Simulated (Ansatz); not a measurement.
The elements of this relaxed trial crystal are hidden behind letters.

```
lattice vectors (Å)
   4.3102    0.0000    0.0000
   0.0000    4.3102    0.0000
   0.0000    0.0000    4.3102
fractional positions
X 0.5000 0.0000 0.0000
X 0.0000 0.5000 0.0000
X 0.0000 0.0000 0.5000
X 0.5000 0.5000 0.5000
Z 0.0000 0.5000 0.5000
Z 0.5000 0.0000 0.5000
Z 0.5000 0.5000 0.0000
```

Level of theory: DFT PBE, scalar-relativistic, plane waves, PAW (Ansatz). Plane waves to 420 eV, a 10×10×10 mesh through Γ for the 7-atom cell and 0.10 eV Gaussian smearing; no spin polarisation.

* Space group: Pm-3m (No. 221)
* Conventional cell: a = 4.310 Å
* Volume per atom: 11.44 Å³
* Density: 4.72 g/cm³
* Energy over the elements: −0.70 eV/atom
* Gap on the 10×10×10 mesh of the 7-atom cell: 0 eV (a metal)

Energies are uncorrected and count from the elements' standard states at the same level.

Problem. X is a d-block element of period 4 and Z is a p-block element of period 2. Which elements are they?

Solution. X = Ti, Z = C, so the formula is Ti4C3. Density times volume gives a mean mass of 4.72 × 11.44/1.6605 = 32.5 u per atom, and this set has 32.5 u. Ti on a site of symmetry 4/mmm has 4 C at 2.16 Å; Ti on a site of symmetry m-3m has 6 C at 2.16 Å; C has 6 Ti at 2.16 Å. Other sets within the hints have nearly the same mass, so mass alone doesn't settle it; this one was computed.

A later test with randomly moved atoms came back to the same energy, though modes that don't fit the test's cell weren't probed.
